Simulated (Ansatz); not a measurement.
All numbers below come from Ansatz, DFT PBE, scalar-relativistic, plane waves, PAW. All cells share a 420 eV cutoff and Γ-centred k meshes spaced at most about 0.3 Å⁻¹ (about 0.25 or finer for metals, 2π included). Collinear spin in cells that started with moments and kept them past the coarse steps, no spin elsewhere.

Each of these unrelaxed guesses is relaxed in cell and atoms within its symmetry. A guess keeps its type if space group and coordination stay and the shape of the cell changes little (axis ratios within about 15 %, angles within 6°); the volume may change.

1. NaAg2I3

```cif
data_structure
_symmetry_space_group_name_H-M 'R-3m:H'
_symmetry_Int_Tables_number 166
_cell_length_a 6.7427
_cell_length_b 6.7427
_cell_length_c 15.9743
_cell_angle_alpha 90.000
_cell_angle_beta 90.000
_cell_angle_gamma 120.000
_cell_volume 628.96
loop_
_atom_site_label
_atom_site_type_symbol
_atom_site_symmetry_multiplicity
_atom_site_Wyckoff_symbol
_atom_site_fract_x
_atom_site_fract_y
_atom_site_fract_z
_atom_site_occupancy
Na1 Na 3 a 0.00000 0.00000 0.00000 1
Ag1 Ag 6 c 0.33333 0.66667 0.29254 1
I1 I 9 d 0.83333 0.16667 0.16667 1
```

2. HfNbTe4 (collinear spin from parallel moments)

```cif
data_structure
_symmetry_space_group_name_H-M 'P4/mmm'
_symmetry_Int_Tables_number 123
_cell_length_a 5.1518
_cell_length_b 5.1518
_cell_length_c 7.3199
_cell_angle_alpha 90.000
_cell_angle_beta 90.000
_cell_angle_gamma 90.000
_cell_volume 194.27
loop_
_atom_site_label
_atom_site_type_symbol
_atom_site_symmetry_multiplicity
_atom_site_Wyckoff_symbol
_atom_site_fract_x
_atom_site_fract_y
_atom_site_fract_z
_atom_site_occupancy
Hf1 Hf 1 b 0.00000 0.00000 0.50000 1
Nb1 Nb 1 c 0.50000 0.50000 0.00000 1
Te1 Te 4 i 0.00000 0.50000 0.25794 1
```

3. BaBi2O3

```cif
data_structure
_symmetry_space_group_name_H-M 'P6/mmm'
_symmetry_Int_Tables_number 191
_cell_length_a 5.5590
_cell_length_b 5.5590
_cell_length_c 2.9007
_cell_angle_alpha 90.000
_cell_angle_beta 90.000
_cell_angle_gamma 120.000
_cell_volume 77.63
loop_
_atom_site_label
_atom_site_type_symbol
_atom_site_symmetry_multiplicity
_atom_site_Wyckoff_symbol
_atom_site_fract_x
_atom_site_fract_y
_atom_site_fract_z
_atom_site_occupancy
Ba1 Ba 1 b 0.00000 0.00000 0.50000 1
Bi1 Bi 2 d 0.33333 0.66667 0.50000 1
O1 O 3 f 0.50000 0.50000 0.00000 1
```

4. Ag3B4

```cif
data_structure
_symmetry_space_group_name_H-M 'P-3m1'
_symmetry_Int_Tables_number 164
_cell_length_a 4.2689
_cell_length_b 4.2689
_cell_length_c 5.9306
_cell_angle_alpha 90.000
_cell_angle_beta 90.000
_cell_angle_gamma 120.000
_cell_volume 93.60
loop_
_atom_site_label
_atom_site_type_symbol
_atom_site_symmetry_multiplicity
_atom_site_Wyckoff_symbol
_atom_site_fract_x
_atom_site_fract_y
_atom_site_fract_z
_atom_site_occupancy
Ag1 Ag 1 a 0.00000 0.00000 0.00000 1
Ag2 Ag 2 d 0.33333 0.66667 0.13272 1
B1 B 3 f 0.50000 0.00000 0.50000 1
B2 B 1 b 0.00000 0.00000 0.50000 1
```

5. TiSn2GeSe6 (collinear spin from parallel moments)

```cif
data_structure
_symmetry_space_group_name_H-M 'Fm-3m'
_symmetry_Int_Tables_number 225
_cell_length_a 9.7475
_cell_length_b 9.7475
_cell_length_c 9.7475
_cell_angle_alpha 90.000
_cell_angle_beta 90.000
_cell_angle_gamma 90.000
_cell_volume 926.16
loop_
_atom_site_label
_atom_site_type_symbol
_atom_site_symmetry_multiplicity
_atom_site_Wyckoff_symbol
_atom_site_fract_x
_atom_site_fract_y
_atom_site_fract_z
_atom_site_occupancy
Ti1 Ti 4 a 0.00000 0.00000 0.00000 1
Sn1 Sn 8 c 0.25000 0.75000 0.75000 1
Ge1 Ge 4 b 0.50000 0.00000 0.00000 1
Se1 Se 24 e 0.25000 0.00000 0.00000 1
```

Question: Which keep their type?

Answer: Guesses 2, 3 and 5 keep their type.

| guess | kept | start group | end group | V start (Å³/atom) | V end | b/a and c/a, end over start | nearest neighbours start | nearest neighbours end |
| --- | --- | --- | --- | --- | --- | --- | --- | --- |
| 1 | no | R-3m | R-3m | 34.9 | 53.2 | 1.00, 0.61 | Ag 16, I 6, Na 6 | Ag 4, I 2, Na 8 |
| 2 | yes | P4/mmm | P4/mmm | 32.4 | 28.6 | 1.00, 0.99 | Hf 8, Nb 8, Te 5 | Hf 8, Nb 8, Te 5 |
| 3 | yes | P6/mmm | P6/mmm | 12.9 | 19.4 | 1.00, 1.10 | Ba 20, Bi 6, O 4 | Ba 20, Bi 6, O 4 |
| 4 | no | P-3m1 | P-3m1 | 13.4 | 14.5 | 1.00, 2.20 | Ag 6/8, B 6 | Ag 6, B 6 |
| 5 | yes | Fm-3m | Fm-3m | 23.2 | 25.5 | 1.00, 1.00 | Ge 6, Se 2, Sn 12, Ti 6 | Ge 6, Se 2, Sn 12, Ti 6 |

Neighbours count within 15 % of an atom's shortest distance; end groups are read at 0.02 Å (0.05 Å in metals).

No dispersion correction is applied, so the spacing and binding between layers, chains or molecules are poorly described (Ag3B4 P-3m1). Spin–orbit coupling, which can matter for Bi, Hf, I and Te, is left out. A magnetic state wasn't ruled out in cells without spin, among them Ag3B4 P-3m1. Another magnetic order may lie lower. Cells relaxed within their symmetry can be saddle points.

In counts of neighbours, a slash parts the counts of unlike sites.
